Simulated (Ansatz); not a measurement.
Geometry optimisation in Ansatz: input, command and trajectory.

```yaml
crystal:
  lattice:
    - [0.0, 4.3778685904, 4.3778685904]
    - [4.3778685904, 0.0, 4.3778685904]
    - [4.3778685904, 4.3778685904, 0.0]
  atoms:
    - { symbol: K, position: [0.25, 0.25, 0.25] }
    - { symbol: K, position: [0.75, 0.75, 0.75] }
    - { symbol: Mn, position: [0.0, 0.0, 0.0], spin: 3.7 }
    - { symbol: Ag, position: [0.5, 0.5, 0.5] }
    - { symbol: F, position: [0.2258559914, 0.2258559914, 0.7741440086] }
    - { symbol: F, position: [0.2258559914, 0.7741440086, 0.7741440086] }
    - { symbol: F, position: [0.7741440086, 0.7741440086, 0.2258559914] }
    - { symbol: F, position: [0.2258559914, 0.7741440086, 0.2258559914] }
    - { symbol: F, position: [0.7741440086, 0.2258559914, 0.7741440086] }
    - { symbol: F, position: [0.7741440086, 0.2258559914, 0.2258559914] }
basis:
  ecutwfc: 420
kpoints:
  mp_grid: { grid: [8, 8, 8] }
hamiltonian:
  xc: pbe
scf:
  occupations: { method: gaussian, width: 0.1 }
output:
  forces: true
  stress: true
  eigenvalues: true
  populations: true
magnetization:
  spin_polarized: true
relax:
  adjacent_minimum: "off"
  f_tol: 0.01
  max_steps: 30
```

```bash
ansatz run input.yaml --threads 2 --pin off --max-ram 5120MiB --backend cpu --events-out ev --progress --plain --runs-dir out
```

Level of theory: Ansatz 0.2.0, DFT PBE, scalar-relativistic, plane waves, PAW.

The volume is held at 1.03 times that of the relaxed cell.

Of 4 frames 3 are shown, positions in Å and forces in eV/Å; the SCF threshold varies from step to step.

```xyz
10
Lattice="0.0000 4.3779 4.3779 4.3779 0.0000 4.3779 4.3779 4.3779 0.0000" Properties=species:S:1:pos:R:3:forces:R:3 pbc="T T T" step=1 free_energy_over_end_meV_per_atom=0.54
K     2.1889    2.1889    2.1889    0.0000    0.0000    0.0000
K     6.5668    6.5668    6.5668    0.0000    0.0000    0.0000
Mn    0.0000    0.0000    0.0000    0.0000    0.0000    0.0000
Ag    4.3779    4.3779    4.3779    0.0000    0.0000    0.0000
F     4.3779    4.3779    1.9775    0.0000    0.0000   -0.1443
F     6.7782    4.3779    4.3779    0.1443    0.0000    0.0000
F     4.3779    4.3779    6.7782    0.0000    0.0000    0.1443
F     4.3779    1.9775    4.3779    0.0000   -0.1443    0.0000
F     4.3779    6.7782    4.3779    0.0000    0.1443    0.0000
F     1.9775    4.3779    4.3779   -0.1443    0.0000    0.0000
10
Lattice="0.0000 4.3779 4.3779 4.3779 0.0000 4.3779 4.3779 4.3779 0.0000" Properties=species:S:1:pos:R:3:forces:R:3 pbc="T T T" step=2 free_energy_over_end_meV_per_atom=0.17
K     2.1889    2.1889    2.1889    0.0000    0.0000    0.0000
K     6.5668    6.5668    6.5668    0.0000    0.0000    0.0000
Mn    0.0000    0.0000    0.0000    0.0000    0.0000    0.0000
Ag    4.3779    4.3779    4.3779    0.0000    0.0000    0.0000
F     4.3779    4.3779    1.9721    0.0000    0.0000   -0.0820
F     6.7836    4.3779    4.3779    0.0820    0.0000    0.0000
F     4.3779    4.3779    6.7836    0.0000    0.0000    0.0820
F     4.3779    1.9721    4.3779    0.0000   -0.0820    0.0000
F     4.3779    6.7836    4.3779    0.0000    0.0820    0.0000
F     1.9721    4.3779    4.3779   -0.0820    0.0000    0.0000
10
Lattice="0.0000 4.3779 4.3779 4.3779 0.0000 4.3779 4.3779 4.3779 0.0000" Properties=species:S:1:pos:R:3:forces:R:3 pbc="T T T" step=4 free_energy_over_end_meV_per_atom=0.00
K     2.1889    2.1889    2.1889    0.0000    0.0000    0.0000
K     6.5668    6.5668    6.5668    0.0000    0.0000    0.0000
Mn    0.0000    0.0000    0.0000    0.0000    0.0000    0.0000
Ag    4.3779    4.3779    4.3779    0.0000    0.0000    0.0000
F     4.3779    4.3779    1.9650    0.0000    0.0000    0.0019
F     6.7907    4.3779    4.3779   -0.0019    0.0000    0.0000
F     4.3779    4.3779    6.7907    0.0000    0.0000   -0.0019
F     4.3779    1.9650    4.3779    0.0000    0.0019    0.0000
F     4.3779    6.7907    4.3779    0.0000   -0.0019    0.0000
F     1.9650    4.3779    4.3779    0.0019    0.0000    0.0000
```

The run took 2.2 min on 2 threads of AMD EPYC (Zen 3), on a shared host, peak memory 0.83 GiB.

The cell holds one magnetic atom, so it can only be ferromagnetic; an antiferromagnetic order may lie lower.